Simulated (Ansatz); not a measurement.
Ga4PN3, ordered on the zincblende lattice (I-42m) with 8 atoms a cell at its r2SCAN geometry, run in the PAW code Ansatz at 3 levels of theory. No magnetic order. The prototype was imposed, so other structures may be more stable.

The PBE+SOC input:
```yaml
crystal:
  lattice:
    - [-2.3797459091, 2.3797459091, 4.6919311246]
    - [2.3797459091, -2.3797459091, 4.6919311246]
    - [2.3797459091, 2.3797459091, -4.6919311246]
  atoms:
    - { symbol: "N", position: [0.25, 0.75, 0.5] }
    - { symbol: Ga, position: [0.858665343, 0.4116748399, 0.0] }
    - { symbol: "N", position: [0.5, 0.5, 0.0] }
    - { symbol: Ga, position: [0.141334657, 0.141334657, 0.5530094969] }
    - { symbol: "N", position: [0.75, 0.25, 0.5] }
    - { symbol: Ga, position: [0.4116748399, 0.858665343, 0.0] }
    - { symbol: P, position: [0.0, 0.0, 0.0] }
    - { symbol: Ga, position: [0.5883251601, 0.5883251601, 0.4469905031] }
kpoints:
  mp_grid: { grid: [8, 8, 8] }
  band_path:
    path:
      - [0.0, 0.0, 0.0]
      - [0.0, 0.0, 0.5]
      - [0.25, 0.25, 0.25]
      - [0.0, 0.5, 0.0]
      - [0.5, 0.5, -0.5]
      - [0.3143128758, 0.6856871242, -0.3143128758]
      - [-0.3143128758, 0.3143128758, 0.3143128758]
      - [-0.1286257517, 0.1286257517, 0.5]
      - [0.5, 0.5, -0.1286257517]
    npoints: 1
hamiltonian:
  xc: pbe
scf:
  occupations: { method: fermi_dirac, width: 0.02 }
  n_extra_bands: 12
magnetization:
  noncollinear: true
  spin_orbit: true
output:
  forces: true
  stress: true
  eigenvalues: true
```

Main results, then, where recorded, the levels near the gap in eV from the Fermi energy (columns number the bands from 0), one row a point of the path (Γ, X, P, N, M, S, S₀, R, G):
```
Crystal: 8 atoms, lattice volume = 106.285 Å³
Symmetry: 8 space group operations + 8 with time reversal
Magnetic group: BNS 121.328 (UNI 988)
```
```
Basis set: ecut = 420 eV, 2087 PW (Γ)
k-points: 59 of 512 (time reversal used)
SCF converged after 10 iterations
Free energy (F): -17042.314269 eV
Fermi energy:    9.497068 eV
--- Forces (eV/Å), atoms counted from 1 ---
  atom   1  N       0.00000      0.00000      0.00000
  atom   2  Ga      0.00578    -0.00578      0.01872
  atom   3  N       0.00000      0.00000      0.00000
  atom   4  Ga      0.00578      0.00578    -0.01872
  atom   5  N       0.00000      0.00000      0.00000
  atom   6  Ga    -0.00578      0.00578      0.01872
  atom   7  P       0.00000      0.00000      0.00000
  atom   8  Ga    -0.00578    -0.00578    -0.01872
--- Stress (GPa, compression-positive) ---
        4.817867       0.000000       0.000000
        0.000000       4.817867       0.000000
        0.000000       0.000000       4.639991
  P = ⅓ Tr σ = 4.7586 GPa (47.586 kbar)
```
```tsv
band_66	band_67	band_68	band_69	band_70	band_71	band_72	band_73	band_74	band_75	band_76	band_77
-0.445	-0.445	-0.401	-0.401	-0.385	-0.385	0.367	0.367	2.821	2.821	3.890	3.890
-1.269	-1.269	-0.925	-0.925	-0.610	-0.610	2.191	2.191	3.028	3.028	4.580	4.580
-1.900	-1.900	-0.892	-0.892	-0.881	-0.881	3.235	3.235	3.319	3.319	3.326	3.326
-2.152	-2.152	-1.849	-1.849	-1.020	-1.020	3.380	3.380	3.962	3.962	4.562	4.562
-2.592	-2.592	-1.247	-1.247	-1.236	-1.236	1.597	1.597	2.367	2.367	3.025	3.025
-2.115	-2.112	-1.329	-1.320	-1.137	-1.116	2.645	2.646	4.006	4.041	4.166	4.180
-2.115	-2.112	-1.329	-1.320	-1.137	-1.116	2.645	2.646	4.006	4.041	4.166	4.180
-1.473	-1.454	-1.063	-1.060	-0.981	-0.979	2.565	2.581	3.196	3.205	4.691	4.698
-1.473	-1.454	-1.063	-1.060	-0.981	-0.979	2.565	2.581	3.196	3.205	4.691	4.698
```

PBE+SOC gives a direct gap of 0.75 eV at Γ.

Q: Another run on the same cell gave
```
Basis set: ecut = 500 eV, 2697 PW (Γ)
k-points: 59 of 512 (time reversal used)
SCF converged after 8 iterations
Free energy (F): -17078.210290 eV
Fermi energy:    8.862755 eV
--- Forces (eV/Å), atoms counted from 1 ---
  atom   1  N       0.00000      0.00000      0.00000
  atom   2  Ga      0.00031    -0.00031      0.00047
  atom   3  N       0.00000      0.00000      0.00000
  atom   4  Ga      0.00031      0.00031    -0.00047
  atom   5  N       0.00000      0.00000      0.00000
  atom   6  Ga    -0.00031      0.00031      0.00047
  atom   7  P       0.00000      0.00000      0.00000
  atom   8  Ga    -0.00031    -0.00031    -0.00047
--- Stress (GPa, compression-positive) ---
       -0.010527       0.000000       0.000000
        0.000000      -0.010527       0.000000
        0.000000       0.000000      -0.009244
  P = ⅓ Tr σ = -0.0101 GPa (-0.101 kbar)
```
```tsv
band_33	band_34	band_35	band_36	band_37	band_38
-0.034	0.000	0.000	1.122	3.649	4.730
-0.894	-0.551	-0.222	3.003	3.858	5.484
-1.528	-0.505	-0.505	4.053	4.158	4.158
-1.802	-1.500	-0.635	4.207	4.830	5.375
-2.274	-0.881	-0.881	2.340	3.104	3.841
-1.770	-0.953	-0.753	3.435	4.888	4.983
-1.770	-0.953	-0.753	3.435	4.888	4.983
-1.084	-0.677	-0.608	3.388	4.032	5.548
-1.084	-0.677	-0.608	3.388	4.032	5.548
```
Which level of theory and mesh gave it?

A: It is r2SCAN, on 8×8×8; the blocks that differ from the first input, but for the band path:
```yaml
hamiltonian:
  xc: r2scan
scf:
  occupations: { method: fixed }
  n_extra_bands: 6
```
(magnetization left out)
The r2SCAN gap is direct at Γ: 1.12 eV. The mean stress is close to zero (-0.01 GPa).

Q: In the first input these blocks are replaced (the band path and keys that only write files left aside):
```yaml
kpoints:
  mp_grid: { grid: [4, 4, 4] }
hamiltonian:
  xc: pbe0
scf:
  occupations: { method: fixed }
  n_extra_bands: 6
```
(magnetization left out)
What comes out?

A:
```
Basis set: ecut = 420 eV, 2087 PW (Γ)
k-points: 13 of 64 (time reversal used)
hybrid outer 1: dexx = +5.143e-2 eV, tail = 1.42e-4 eV
hybrid outer 2: dexx = +3.773e-6 eV, tail = 7.63e-8 eV, Δε = 2.95e-3 eV, ΔF = 1.41e-3 eV/Å
hybrid SCF converged: 2 outer / 12 inner (+5 warm-up)
Free energy (F): -17044.885822 eV
Fermi energy:    8.064692 eV
--- Forces (eV/Å), atoms counted from 1 ---
  atom   1  N       0.00000      0.00000      0.00000
  atom   2  Ga      0.03152    -0.03152      0.03916
  atom   3  N       0.00000      0.00000      0.00000
  atom   4  Ga      0.03152      0.03152    -0.03916
  atom   5  N       0.00000      0.00000      0.00000
  atom   6  Ga    -0.03152      0.03152      0.03916
  atom   7  P       0.00000      0.00000      0.00000
  atom   8  Ga    -0.03152    -0.03152    -0.03916
--- Stress (GPa, compression-positive) ---
       -0.036325       0.000000       0.000000
        0.000000      -0.036325       0.000000
        0.000000       0.000000      -0.186996
  P = ⅓ Tr σ = -0.0865 GPa (-0.865 kbar)
```
```tsv
band_33	band_34	band_35	band_36	band_37	band_38
-0.046	0.000	0.000	2.409	4.944	6.188
-0.890	-0.576	-0.199	4.418	5.318	7.042
-1.525	-0.511	-0.511	5.531	5.622	5.622
-1.874	-1.618	-0.643	5.678	6.317	6.758
-2.444	-0.892	-0.892	3.599	4.386	5.210
-1.819	-0.962	-0.819	4.785	6.384	6.418
-1.819	-0.962	-0.819	4.785	6.384	6.418
-1.087	-0.689	-0.631	4.811	5.502	6.945
-1.087	-0.689	-0.631	4.811	5.502	6.945
```
PBE0 gives a direct gap of 2.41 eV at Γ. The mean stress, -0.1 GPa, is small, and the program warns that its thresholds are loose for a hybrid's stress.

The hybrids run on coarser meshes, which limits their stresses and small splittings of levels.

Totals of different functionals, or with and without spin-orbit coupling, can't be compared.

Only the levels marked +SOC include spin-orbit coupling.

The meshes of the hybrids are coarse, so their gaps aren't converged to the digits shown.
